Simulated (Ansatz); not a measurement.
# What DFT gives for Zr₃PO₄

```
CELL_PARAMETERS angstrom
5.85379 0.00000 0.00000
0.00000 5.85379 0.00000
0.00000 0.00000 5.85379
ATOMIC_POSITIONS crystal
Zr 0.25000 0.00000 0.50000
Zr 0.50000 0.25000 0.00000
Zr 0.75000 0.00000 0.50000
Zr 0.50000 0.75000 0.00000
Zr 0.00000 0.50000 0.25000
Zr 0.00000 0.50000 0.75000
P 0.00000 0.00000 0.00000
P 0.50000 0.50000 0.50000
O 0.14860 0.14860 0.14860
O 0.64860 0.35140 0.35140
O 0.85140 0.85140 0.14860
O 0.35140 0.64860 0.35140
O 0.14860 0.85140 0.85140
O 0.64860 0.64860 0.64860
O 0.85140 0.14860 0.85140
O 0.35140 0.35140 0.64860
```

Method: r2SCAN, no spin polarisation; PAW, plane waves to 500 eV, 6×6×6 Γ-centred mesh, fermi-dirac occupations (width 0.0229 eV) (Ansatz 0.2.0), atoms fixed.

Q: Is there a gap?

A: It is a metal, with about 16 states/eV a cell as the mean within 0.25 eV of the Fermi level, mostly Zr d (84 %).

Q: Where is the largest force?

A: The largest is on O14 (and as large on other atoms): 1.00 eV/Å, components (0.58, 0.58, 0.58). It makes 180° with the line to a nearest neighbour, P8 at 1.51 Å, pointing away from it.

Q: Which element gives electrons and which takes them?

A: Bader charges in e: Zr +0.95, P +3.92, O -1.69. In the mean P gives up most and O takes most.

Q: What does the stress say?

A: The pressure is 15.9 GPa (compression positive), so with the atoms held at these fractions the cell would first expand; the forces are large, so a full relaxation may end otherwise.

Q: Is it stable against the elements?

A: -1.50 eV an atom against the elements' usual phases (free molecules for gases, crystals otherwise, with no correction for O₂ or N₂), so it is bound against them; other compounds may still compete. Relaxing would lower it.

Origin: a known structure type with other elements, at an estimated volume, so it need not be a known compound. Caveats: many states at the Fermi level without spin polarisation, so a magnetic state may lie lower; atoms or cell far from equilibrium.
